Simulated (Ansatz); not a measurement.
Data:

Si2Ni:
```cif
data_NiSi2
_chemical_formula_sum 'Ni1 Si2'
_space_group_name_H-M_alt 'P 1'
_space_group_IT_number 1
_cell_length_a 3.80731
_cell_length_b 3.80731
_cell_length_c 3.80731
_cell_angle_alpha 60.000
_cell_angle_beta 60.000
_cell_angle_gamma 60.000
loop_
_space_group_symop_operation_xyz
  'x, y, z'
loop_
_atom_site_label
_atom_site_type_symbol
_atom_site_fract_x
_atom_site_fract_y
_atom_site_fract_z
_atom_site_occupancy
Ni1 Ni 0.00000 0.00000 0.00000 1
Si1 Si 0.25000 0.25000 0.25000 1
Si2 Si 0.75000 0.75000 0.75000 1
```

This is the r²SCAN-relaxed structure.

Problem. All from r²SCAN in the plane-wave PAW code Ansatz, unless another level is named. Predict the electronic character.

Solution. metallic (no gap).

Problem. Next, the density of states at the Fermi level?

Solution. 0.27 states/eV per atom (mean over ±0.08 eV).

Problem. What about the formation energy from the elements (no fitted shifts)?

Solution. -0.35 eV/atom.

Space group Fm-3m (fluorite or antifluorite type). The r²SCAN relaxation kept the symmetry of its start; phonons on a q-mesh show no instability. The workflow began spin-polarised and lost its moments. The references are the lowest solids computed at this level, not always the standard phases.

Potentials: the later of the program's two PAW sets.
